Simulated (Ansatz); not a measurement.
Al:
```yaml
crystal:
  lattice:
    - [2.81878, 0.00000, 0.00000]
    - [-1.40939, 2.44113, 0.00000]
    - [0.00000, 0.00000, 9.17894]
  atoms:
    - { symbol: Al, position: [0.00000, 0.00000, 0.00000] }
    - { symbol: Al, position: [0.00000, 0.00000, 0.50000] }
    - { symbol: Al, position: [0.33333, 0.66667, 0.25000] }
    - { symbol: Al, position: [0.66667, 0.33333, 0.75000] }
```

Relaxed with r²SCAN+D4. Special points in fractions of this cell's reciprocal vectors: Γ (0.000, 0.000, 0.000); M (0.500, 0.000, 0.000); K (0.333, 0.333, 0.000); A (0.000, 0.000, 0.500); L (0.500, 0.000, 0.500); H (0.333, 0.333, 0.500).

Problem. List the band energies nearest the Fermi level at these points for r²SCAN+D4 in the plane-wave PAW code Ansatz.

Solution. In eV from the Fermi level; about four levels below and three above (degenerate sets whole), none deeper than 8.9 eV; points with the same levels are listed once.

| k | below | above |
|---|---|---|
| Γ | -5.19 -4.58 | 3.79 3.80 11.68 11.68 |
| M | -4.37 -4.36 -3.51 -3.51 | 0.79 1.20 1.58 |
| K | -2.33 -2.33 -1.45 -1.45 -0.82 | 2.58 3.35 3.35 |
| A | -8.05 -8.05 -0.91 -0.91 | 9.08 9.08 12.02 12.02 12.02 12.02 |
| L | -2.03 -2.03 -1.30 -1.30 | 5.00 5.00 5.07 5.07 |
| H | -3.12 -3.12 -0.30 -0.30 | 0.62 0.62 1.27 1.27 |

Space group P6_3/mmc (dhcp (α-La type)). The first step of the workflow began from a Materials Project structure, measured or hypothetical; the Crystallography Open Database copy checked does not list it. It is not the phase usual at ambient conditions (space group No. 225). The cell was relaxed with r²SCAN+D4 under the symmetry of its start; its stability against distortions is not shown here. The pairwise dispersion correction was not fitted to metals.

Potentials: the later of the program's two PAW sets.
